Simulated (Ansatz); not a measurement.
Settings and field gradients in ZnS with Te replacing S

Cell: a supercell of ZnS (space group P6_3mc) built from an entry of the Crystallography Open Database (COD), with all atoms left at the host's positions.

Space group P3m1 (No. 156); a = 7.6454, c = 12.5200 Å, γ = 120.00°.

| site | Wyckoff | site symmetry | x | y | z |
| --- | --- | --- | --- | --- | --- |
| Zn1 | 1a | 3m. | 0.0000 | 0.0000 | 0.0000 |
| Zn2 | 3d | .m. | 0.0000 | 0.5000 | 0.0000 |
| Zn5 | 1a | 3m. | 0.0000 | 0.0000 | 0.5000 |
| Zn6 | 3d | .m. | 0.0000 | 0.5000 | 0.5000 |
| Zn9 | 3d | .m. | 0.1667 | 0.3333 | 0.2500 |
| Zn11 | 1c | 3m. | 0.6667 | 0.3333 | 0.2500 |
| Zn13 | 3d | .m. | 0.3333 | 0.1667 | 0.7500 |
| Zn14 | 1b | 3m. | 0.3333 | 0.6667 | 0.7500 |
| Te | 1a | 3m. | 0.0000 | 0.0000 | 0.1875 |
| S18 | 3d | .m. | 0.0000 | 0.5000 | 0.1875 |
| S21 | 1a | 3m. | 0.0000 | 0.0000 | 0.6875 |
| S22 | 3d | .m. | 0.0000 | 0.5000 | 0.6875 |
| S25 | 3d | .m. | 0.1667 | 0.3333 | 0.4375 |
| S27 | 1c | 3m. | 0.6667 | 0.3333 | 0.4375 |
| S29 | 3d | .m. | 0.3333 | 0.1667 | 0.9375 |
| S30 | 1b | 3m. | 0.3333 | 0.6667 | 0.9375 |

One atom of each set is listed.

Reference run. Computed with Ansatz: DFT, PBE, plane waves and PAW, scalar-relativistic, 420 eV cutoff, Γ-centred 3×3×2 k-points, Fermi–Dirac smearing 0.01 eV.

It gives V_zz (10²¹ V/m²) Te 1.18 (η 0.00), Zn9 -2.72 (η 0.05), S18 -0.88 (η 0.19), among others. Each of these runs changes the input as listed (caps on SCF iterations aside):

A. basis.xc_grid: not typed → 4; hamiltonian.pseudopotentials: {kind: paw} → {kind: paw, source: ansatz}
B. kpoints.mp_grid.shift: not typed → [0.5, 0.5, 0.5]; scf.algorithm: not typed → density_mixing; scf.n_extra_bands: not typed → 4

(1) Which of these changes matter for the gradients?

## Answers

(1) 

```tsv
run	Te V_zz (η)	Zn9 V_zz (η)	S18 V_zz (η)	largest change of a gradient tensor, all atoms	note
A	1.19 (0.00)	-2.74 (0.05)	-0.88 (0.19)	0.02	converged; another set of PAW files; cutoff taken 660 eV
B	0.87 (0.66)	-2.70 (0.04)	-0.75 (0.16)	0.44	converged; the mesh lowers the symmetry
```

Run B moves them most, on Te (V_zz from 1.18 to 0.87).

Run A changes basis.xc_grid, hamiltonian.pseudopotentials together, so the table can't tell their shares apart.

Run B changes kpoints.mp_grid.shift, scf.n_extra_bands together, so the table can't tell their shares apart.

On the reference run: The defect repeats with the cell of 32 atoms, so it feels its images: sites between two images don't show the values beside a lone defect, and zeros or small values of η there can come from the images' arrangement. S and Zn carry a gradient in the pure host already, so the values there aren't the defect's effect alone. Without spin–orbit coupling the gradients at and beside Te can be off by some per cent, at some sites by more. The neighbours have not yet relaxed around the defect (largest force 2.4 eV/Å), so a real crystal will differ.
